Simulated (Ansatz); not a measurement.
Q: InMo₃C (anti-perovskite, Pm-3m) is relaxed with PBE in the plane-wave PAW code Ansatz. What lattice parameters of the conventional cell result?

A: a = 4.214 Å.

Q: Is it a metal or does it have a gap at this level?

A: No gap at this level.

The start of the workflow was typed in or built on a structure type; neither database checked (COD, Materials Project) lists it. Its standing as an ambient phase is unchecked. The PBE relaxation kept the symmetry of its start; whether a distortion lowers the energy is not shown. No spin polarisation was allowed. Its formation energy is positive at this level, so the cell may be metastable or incomplete. Scalar-relativistic: spin–orbit coupling is off unless named, which matters more the heavier the elements.

Potentials: the later of the program's two PAW sets.
